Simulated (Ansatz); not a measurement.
Consider the following.

O:
```cif
data_O
_chemical_formula_sum 'O1'
_space_group_name_H-M_alt 'P 1'
_space_group_IT_number 1
_cell_length_a 2.49951
_cell_length_b 2.49951
_cell_length_c 2.49951
_cell_angle_alpha 60.000
_cell_angle_beta 60.000
_cell_angle_gamma 60.000
loop_
_space_group_symop_operation_xyz
  'x, y, z'
loop_
_atom_site_label
_atom_site_type_symbol
_atom_site_fract_x
_atom_site_fract_y
_atom_site_fract_z
_atom_site_occupancy
O1 O 0.00000 0.00000 0.00000 1
```
Starting moments (μB, in the order of the atoms O): 2.0.

This is the PBE+D3(BJ)-relaxed structure.

### Question
All from PBE+D3(BJ) in the plane-wave PAW code Ansatz, unless another level is named. Predict the electronic character.

### Answer
metallic (no gap).

### Question
And the density of states at the Fermi level?

### Answer
0.33 states/eV per atom (mean over ±0.08 eV).

Space group Fm-3m (fcc (Cu type)). A made-up cell: these elements were put on the sites of a structure type; neither database checked (COD, Materials Project) lists it. It is not the usual solid phase (space group No. 12). Symmetry was held in the PBE+D3(BJ) relaxation; its stability against distortions is not shown here. Magnetic state: ferromagnetic, chosen from 3 collinear starts compared on coarse meshes (ties went to the first, and starts can fall back to one state), not a proven ground state. The substance is a gas or liquid at ambient conditions. No Hubbard U is applied.

Potentials: the later of the program's two PAW sets.
